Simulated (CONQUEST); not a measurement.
Worked example: self-consistent single point of CoSi (P2_12_12_1, 8 atoms in the cell; from Materials Project mp-7577, changed as shown) in CONQUEST.

Method: PBEsol, numerical atomic orbitals double-zeta with polarisation (the shipped basis), PseudoDojo norm-conserving potentials made for PBEsol in CONQUEST.

The change in words: lattice vector a scaled by 1.02. Reference geometry (P2_13):
```
CELL_PARAMETERS angstrom
      4.48437     0.00000     0.00000
      0.00000     4.48437     0.00000
      0.00000     0.00000     4.48437
ATOMIC_POSITIONS crystal
  Co 0.85410 0.64590 0.35410
  Co 0.64590 0.35410 0.85410
  Co 0.35410 0.85410 0.64590
  Co 0.14590 0.14590 0.14590
  Si 0.15654 0.34346 0.65654
  Si 0.34346 0.65654 0.15654
  Si 0.65654 0.15654 0.34346
  Si 0.84346 0.84346 0.84346
```

Reference input (self-consistent single point, DFT, PBEsol, numerical atomic orbitals double-zeta with polarisation (the shipped basis), PseudoDojo norm-conserving potentials made for PBEsol): basis = DZP; Diag.MPMeshX, Y, Z = 3 3 3; potentials = PseudoDojo norm-conserving PBEsol; Grid.GridCutoff = 140 Ha; DM.SolutionMethod = diagon; Diag.kT = 0.003675 Ha; Diag.GammaCentred = true; minE.SCTolerance = 1.0e-06; SC.MaxIters = 100; SC.LinearMixingFactor = 0.5; SC.KerkerPreCondition = true; SC.KerkerFactor = 0.5 1/bohr. This run's input differs from it in these lines:

```diff
@@ -31,3 +31,3 @@
 # file: CoSi.in
-     8.474231141      0.000000000      0.000000000
+     8.643715008      0.000000000      0.000000000
      0.000000000      8.474231141      0.000000000
@@ -35,10 +35,10 @@
 8
-    7.237840818     5.473505894     3.000725247  1 T T T
-    5.473505894     3.000725247     7.237840818  1 T T T
-    3.000725247     7.237840818     5.473505894  1 T T T
-    1.236390324     1.236390324     1.236390324  1 T T T
-    1.326556143     2.910559428     5.563671714  2 T T T
-    2.910559428     5.563671714     1.326556143  2 T T T
-    5.563671714     1.326556143     2.910559428  2 T T T
-    7.147674999     7.147674999     7.147674999  2 T T T
+    7.382596989     5.473505894     3.000725247  1 T T T
+    5.582975524     3.000725247     7.237840818  1 T T T
+    3.060739484     7.237840818     5.473505894  1 T T T
+    1.261118020     1.236390324     1.236390324  1 T T T
+    1.353087147     2.910559428     5.563671714  2 T T T
+    2.968770357     5.563671714     1.326556143  2 T T T
+    5.674944652     1.326556143     2.910559428  2 T T T
+    7.290627861     7.147674999     7.147674999  2 T T T
```

Output (repeated stretches shortened):

```
    new_SC_potl: Starting.  Tolerance:  0.10000E-05

    PulayMixSC: Starting Pulay mixing, A_up =  0.500 A_dn =  0.500
    PulayMixSC: Spin non-polarised calculation.
    PulayMixSC: with Kerker preconditioning, q0 =  0.500
          Harris-Foulkes Energy            :      -628.433697092524653 Ha
          GroundState Energy (E-(1/2)TS)   :      -628.435396778565860 Ha
          Free Energy (E-TS)               :      -628.437096464607066 Ha
          DFT Total Energy                 :      -628.085338465392397 Ha
          Total number of electrons        :        83.999999999998096
   [... lines left out ...]
          Total number of electrons        :        84.000093137288573
    PulayMixSC: Pulay iteration    13 residual:              0.22372E-05
          Harris-Foulkes Energy            :      -628.365008757144665 Ha
          GroundState Energy (E-(1/2)TS)   :      -628.366709278180906 Ha
          Free Energy (E-TS)               :      -628.368409799217147 Ha
          DFT Total Energy                 :      -628.365008741145289 Ha
          Total number of electrons        :        84.000090352859317
    PulayMixSC: Pulay iteration    14 residual:              0.93834E-06
    PulayMixSC: Reached SCF tolerance of  0.93834E-06 after     14 iterations
      | Number of electrons      =        84.000090
      |* band energy as 2Tr[K.H] =      -106.426297279704727 Ha
      |  screened ion-ion energy =      -492.784964122955330 Ha
      |  Ha correction           =        -2.172095275278327 Ha
      |  XC correction           =       -26.981658659248950 Ha
      | GS Energy as E-(1/2)TS   =      -628.366709278180906 Ha
      | Free Energy as E-TS      =      -628.368409799217147 Ha
      |* Harris-Foulkes energy   =      -628.365008757144665 Ha
      |* DFT total energy        =      -628.365008741145289 Ha
      |  estimated accuracy      =        -0.000000015999376 Ha

    force: Forces on atoms (Ha/a0)
    force:  Atom   X              Y              Z
   [... lines left out ...]
    force: Maximum force :        0.00192829(Ha/a0) on atom         3 in x direction
   [... lines left out ...]
    force: Force Residual:        0.00252304 Ha/a0
    force: Total stress:         15.53100770     0.00000038     0.00000026 GPa
                             0.00000038    12.10496974     0.00000015
                             0.00000026     0.00000015    12.06094845
    force: Average pressure:    -13.23230863 GPa

    force: Finished force
    get_E_and_F: Change in energy during last step of electronic optimisation: -0.35203E-06
```

The run converged in 14 iterations. CONQUEST prints the stress tensor with tension positive. Against the reference run the free energy rises by 17.9 meV/atom, the pressure goes from -9.73 to -13.23 GPa and the largest force goes from 0.116 to 0.151 eV/Å.

The program uses no crystal symmetry, so grid and mesh can part values that symmetry would make equal. The atom-centred basis is finite, which shifts total energies, pressures and forces against plane waves. The run has no spin polarisation, so moments on Co cannot form. The structure comes from a collection of computed structures, made at another level of theory; the collection holds predicted forms beside known ones. Its lattice was then scaled. No clean gap shows at this smearing width and mesh (spacing up to 0.47 Å⁻¹); the mesh is coarse for partly filled bands, so the values carry mesh errors.

Cost on one core: about 70 core-seconds (a rough figure).
